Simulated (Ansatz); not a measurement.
PbSe (rock salt, Fm-3m), a = 6.1777 Å, b = 6.1777 Å, c = 6.1777 Å, α = 90.00°, β = 90.00°, γ = 90.00°; the cell used has 2 atoms.

Relaxed with r²SCAN. r²SCAN in the plane-wave PAW code Ansatz gives a gap of 0.66 eV.

Problem. What gap does HSE06 give on the same cell (Ansatz, PAW)?

Solution. 0.79 eV, 0.13 eV more. The hybrid was solved on a coarser mesh and at special points; its gap is the smallest among all of these.

```csv
k,v1 r²SCAN,c1 r²SCAN,v1 HSE06,c1 HSE06
Γ,-1.89,4.99,___,___
X,-3.20,4.15,___,___
L,0.00,0.66,0.00,0.79
W,-0.81,2.20,___,___
K,-2.34,3.70,___,___
```

Problem. Top valence (v1) and lowest conduction level (c1) in eV from each method's valence maximum (which need not be a listed point): supply the withheld HSE06 values.

Solution. 
- W, v1 HSE06: -0.89
- W, c1 HSE06: 2.44
- K, v1 HSE06: -2.52
- K, c1 HSE06: 3.99
- Γ, v1 HSE06: -2.05
- Γ, c1 HSE06: 5.43
- X, v1 HSE06: -3.48
- X, c1 HSE06: 4.29

Cost on shared cores: the r²SCAN run (SCF on a 8×8×8 mesh, then bands and DOS) around 21 core-seconds (rough), the HSE06 run (SCF on 6×6×6, then a few points) roughly 3 core-minutes; the tasks are unlike.

The r²SCAN relaxation kept the symmetry of its start. Spin–orbit coupling is left out wherever it is not named.

Potentials: the later of the program's two PAW sets.
